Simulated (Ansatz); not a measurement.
ZrHg (space group P4/mmm)

```
ZrHg
1.0
    3.14769     0.00000     0.00000
    0.00000     3.14769     0.00000
    0.00000     0.00000     4.27044
Zr Hg
1 1
Direct
  0.50000   0.50000   0.50000
  0.00000   0.00000   0.00000
```

The slice is a (0 -1 1) plane (indices of the conventional cell) through the point (0.000, 0.000, 0.000) (fractional), spanned by u = [100] and v = [011] in vectors of this cell: u (3.15 Å) and v (5.31 Å, at 90° to u). It covers one period; positions are fractions (u, v).

Level of theory: r2SCAN (plane waves to 500 eV, PAW, scalar-relativistic; Ansatz, a first-principles code). k mesh 15×15×11. Near the nuclei the fields are pseudised (PAW); where an atom keeps semicore shells as valence, they peak there. Spin-orbit coupling is left out, though Hg is heavy. ZrHg is run without spin polarisation. ZrHg was relaxed with its symmetry unable to fall.

Task: What is the valence density on the shortest Zr–Hg line in this plane (3.08 Å), at its minimum between the atoms?

Result: 0.19 e/Å³.

Task: What is the ELF at the density minimum of the shortest Zr–Hg line in this plane (3.08 Å)?

Result: 0.2.

Task: Sketch the electrostatic potential energy of an electron, from the cell's mean on this plane as a map.

Result: 
```tsv
v \ u	0.00	0.14	0.29	0.43	0.57	0.71	0.86
0.88	x	x	2.7	9.4	9.4	2.7	x
0.75	7.7	7.8	6.9	5.2	5.2	6.9	7.8
0.62	8.7	4.9	x	x	x	x	4.9
0.50	6.7	<2.0	x	x	x	x	<2.0
0.38	8.7	4.9	x	x	x	x	4.9
0.25	7.7	7.8	6.9	5.2	5.2	6.9	7.8
0.12	x	x	2.7	9.4	9.4	2.7	x
0.00	x	x	x	8.1	8.1	x	x
```

Values: electrostatic potential energy of an electron, from the cell's mean, in eV. Points within 1 Å of a nucleus are blanked (x), as the pseudised field means little there. Values under 2 eV are set to 2. The zero, the cell's mean, hangs on the PAW cores.
